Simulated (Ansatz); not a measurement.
Zn4Te3S:
```cif
data_STe3Zn4
_chemical_formula_sum 'Zn4 S1 Te3'
_space_group_name_H-M_alt 'P 1'
_space_group_IT_number 1
_cell_length_a 4.21112
_cell_length_b 4.21112
_cell_length_c 11.79336
_cell_angle_alpha 90.000
_cell_angle_beta 90.000
_cell_angle_gamma 90.000
loop_
_space_group_symop_operation_xyz
  'x, y, z'
loop_
_atom_site_label
_atom_site_type_symbol
_atom_site_fract_x
_atom_site_fract_y
_atom_site_fract_z
_atom_site_occupancy
Zn1 Zn 0.50000 0.00000 0.60169 1
S1 S 0.50000 0.50000 0.50000 1
Zn2 Zn 0.00000 0.50000 0.39831 1
Te1 Te 0.00000 0.00000 0.26575 1
Zn3 Zn 0.50000 0.00000 0.13322 1
Te2 Te 0.50000 0.50000 0.00000 1
Zn4 Zn 0.00000 0.50000 0.86678 1
Te3 Te 0.00000 0.00000 0.73425 1
```

Relaxed with r²SCAN.

### Question
Which orbitals make up the states near the band edges in plane-wave PAW r²SCAN (Ansatz code)?

### Answer
Top 1 eV of the valence band: Te 5p 82 %, S 3p 10 %. Bottom 1 eV of the conduction band: Zn 4s 47 %, Te 5p 14 %, S 3s 5 %, S 3p 5 %, outside the projected shells 23 %. Projections are on Löwdin-orthogonalised atomic valence shells; empty p or d shells of many metals are not among them.

### Question
Tabulate the density of states.

### Answer
States/eV per cell of 8 atoms, in 0.25 eV bins, energy from the valence-band maximum.

| E (eV) | total | Zn 3d | Te 5p | Zn 4s |
|---|---|---|---|---|
| -7.85 | 0.00 | 0.00 | 0.00 | 0.00 |
| -7.60 | 0.00 | 0.00 | 0.00 | 0.00 |
| -7.35 | 0.00 | 0.00 | 0.00 | 0.00 |
| -7.10 | 56.85 | 53.92 | 1.42 | 0.27 |
| -6.85 | 84.80 | 83.26 | 0.79 | 0.32 |
| -6.60 | 18.35 | 17.00 | 0.20 | 0.28 |
| -6.35 | 0.00 | 0.00 | 0.00 | 0.00 |
| -6.10 | 0.00 | 0.00 | 0.00 | 0.00 |
| -5.85 | 0.00 | 0.00 | 0.00 | 0.00 |
| -5.60 | 0.02 | 0.00 | 0.01 | 0.00 |
| -5.35 | 1.57 | 0.08 | 0.58 | 0.36 |
| -5.10 | 7.35 | 0.41 | 2.69 | 2.18 |
| -4.85 | 6.42 | 0.35 | 3.00 | 1.90 |
| -4.60 | 4.57 | 0.30 | 2.21 | 1.16 |
| -4.35 | 2.82 | 0.21 | 1.25 | 0.63 |
| -4.10 | 2.07 | 0.16 | 0.89 | 0.41 |
| -3.85 | 1.60 | 0.12 | 0.67 | 0.28 |
| -3.60 | 1.45 | 0.10 | 0.59 | 0.21 |
| -3.35 | 3.87 | 0.18 | 1.32 | 0.20 |
| -3.10 | 4.48 | 0.21 | 2.04 | 0.18 |
| -2.85 | 5.49 | 0.23 | 2.98 | 0.20 |
| -2.60 | 5.73 | 0.22 | 3.37 | 0.17 |
| -2.35 | 6.36 | 0.22 | 4.04 | 0.16 |
| -2.10 | 6.76 | 0.21 | 4.80 | 0.16 |
| -1.85 | 6.07 | 0.18 | 4.66 | 0.12 |
| -1.60 | 6.39 | 0.19 | 5.01 | 0.09 |
| -1.35 | 6.39 | 0.20 | 4.98 | 0.08 |
| -1.10 | 5.85 | 0.18 | 4.65 | 0.05 |
| -0.85 | 5.40 | 0.17 | 4.41 | 0.04 |
| -0.60 | 2.88 | 0.09 | 2.35 | 0.02 |
| -0.35 | 1.85 | 0.06 | 1.52 | 0.01 |
| -0.10 | 0.61 | 0.02 | 0.52 | 0.00 |
| 0.15 | 0.00 | 0.00 | 0.00 | 0.00 |
| 0.40 | 0.00 | 0.00 | 0.00 | 0.00 |
| 0.65 | 0.00 | 0.00 | 0.00 | 0.00 |
| 0.90 | 0.00 | 0.00 | 0.00 | 0.00 |
| 1.15 | 0.00 | 0.00 | 0.00 | 0.00 |
| 1.40 | 0.00 | 0.00 | 0.00 | 0.00 |
| 1.65 | 0.00 | 0.00 | 0.00 | 0.00 |
| 1.90 | 0.04 | 0.00 | 0.00 | 0.02 |
| 2.15 | 0.39 | 0.00 | 0.05 | 0.19 |
| 2.40 | 1.64 | 0.00 | 0.24 | 0.77 |
| 2.65 | 1.59 | 0.00 | 0.23 | 0.71 |
| 2.90 | 2.38 | 0.01 | 0.35 | 0.86 |
| 3.15 | 5.81 | 0.01 | 1.01 | 2.10 |
| 3.40 | 6.67 | 0.01 | 1.24 | 2.32 |
| 3.65 | 5.90 | 0.01 | 1.07 | 1.99 |
| 3.90 | 4.96 | 0.01 | 0.81 | 1.57 |
| 4.15 | 4.66 | 0.01 | 0.61 | 1.24 |
| 4.40 | 3.25 | 0.00 | 0.39 | 0.80 |
| 4.65 | 3.98 | 0.00 | 0.44 | 0.88 |
| 4.90 | 3.67 | 0.00 | 0.24 | 0.45 |
| 5.15 | 5.52 | 0.00 | 0.30 | 0.47 |
| 5.40 | 7.70 | 0.01 | 0.38 | 0.54 |
| 5.65 | 7.07 | 0.01 | 0.36 | 0.50 |
| 5.90 | 3.82 | 0.00 | 0.14 | 0.12 |
| 6.15 | 5.71 | 0.00 | 0.18 | 0.18 |
| 6.40 | 6.14 | 0.01 | 0.19 | 0.19 |

Space group P-4m2. The start of the workflow was typed in or built on a structure type; neither database checked (COD, Materials Project) lists it. Whether it is the stable phase at ambient conditions was not checked. Symmetry was held in the r²SCAN relaxation; whether a distortion lowers the energy is not shown. Spin–orbit coupling is left out wherever it is not named.

Potentials: the earlier of the program's two PAW sets.
